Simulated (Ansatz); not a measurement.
Band gap from PBE minus that from HSE06 (eV), each on its own relaxed cell (Ansatz, a first-principles code, plane waves, PAW; no spin–orbit coupling, no Hubbard U), over 34 phases of the class «halides»: what sign and size do you expect?

Mean -1.58 eV, median -1.36 eV, mean absolute 1.58 eV; eight in ten lie between -2.56 and -0.79 eV, and 0 % are above zero.

Some cases that may be named, with their rank among the 34 from the lowest: LiF, rock salt -2.69 eV (rank 1); MnF2, rutile -2.57 eV (rank 3); KCl, rock salt -1.36 eV (rank 17); AgBr, rock salt -1.35 eV (rank 18); CsPbBr3, cubic perovskite -0.56 eV (rank 33); CsSnBr3, cubic perovskite -0.40 eV (rank 34).

The phases are those computed here (of each formula those with measured values and the lowest at some level), not a balanced benchmark, and neither functional is the truth. Pairs that end in unlike spin orders or unlike minima (c/a over 6 % apart, 30 % for weakly bound crystals), magnets with 4f shells, solids of gases and phases set aside for tests are left out.

1 of the phases carry moments, in the orders computed and without U.

Spin orders computed, not proven ground states: MnF2, rutile with PBE antiferromagnetic; MnF2, rutile with HSE06 antiferromagnetic. Not the usual ambient phase: CsPbBr3, cubic perovskite. All cells were relaxed under the symmetry of their starts (and spin orders); stability against distortions was not tested throughout. Cells of antiferromagnets are given as chemical subcells. Named crystals with no word on spin ran without spin polarisation. No Hubbard U is applied. Scalar-relativistic: spin–orbit coupling is off unless named, which matters more the heavier the elements.

Potentials: the later of the program's two PAW sets.

Ansatz is a plane-wave DFT program.
